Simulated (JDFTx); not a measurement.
System: Cd(1 0 -1 0) (P6_3/mmc bulk; lattice of mp-94, not re-optimised at this level), 1x1 cell of 6 atoms in 6 planes, area 17.41 Å² a face, 6.3 Å between the outermost planes in a cell 22.0 Å high; k mesh 8×4×1, Fermi width 0.01 Ha, no spin polarisation.

Profiles through the double layer of this slab, charged, in CANDLE, water, 1 M NaF; PBE, GBRV ultrasoft potentials, plane waves to 20/100 Ha, a modified build of JDFTx. z is the height above the outermost atoms, φ the plane-averaged electrostatic potential energy of an electron (zero in the bulk liquid), ρ_b the bound charge of solvent and ions, s the cavity shape function (0 in the solid, 1 in the liquid).

```csv
z (Å),n (e/Å³),s,φ (eV),ρ_b (10⁻³ e/Å³)
0.95,0.0860,0.00,-2.107,-0.53
1.41,0.0233,0.00,-0.906,-4.82
1.87,0.0066,0.04,-0.218,-6.93
2.33,0.0018,0.20,-0.070,-1.32
2.78,0.0005,0.48,-0.046,0.19
3.24,0.0001,0.76,-0.037,0.07
3.70,0.0000,0.95,-0.031,0.01
4.16,0.0000,1.00,-0.027,0.00
4.62,0.0000,1.00,-0.023,-0.01
5.08,0.0000,1.00,-0.020,-0.01
5.53,0.0000,1.00,-0.017,-0.01
5.99,0.0000,1.00,-0.015,-0.01
6.45,0.0000,1.00,-0.012,-0.01
6.91,0.0000,1.00,-0.011,-0.01
7.37,0.0000,1.00,-0.009,-0.01
```

Is the electrode positively or negatively charged, and roughly by how much?

Positively: σ = 9.9 μC/cm² per face. The liquid's bound charge is of the opposite sign overall, and far from the surface φ decays with the screening length (3.0 Å).
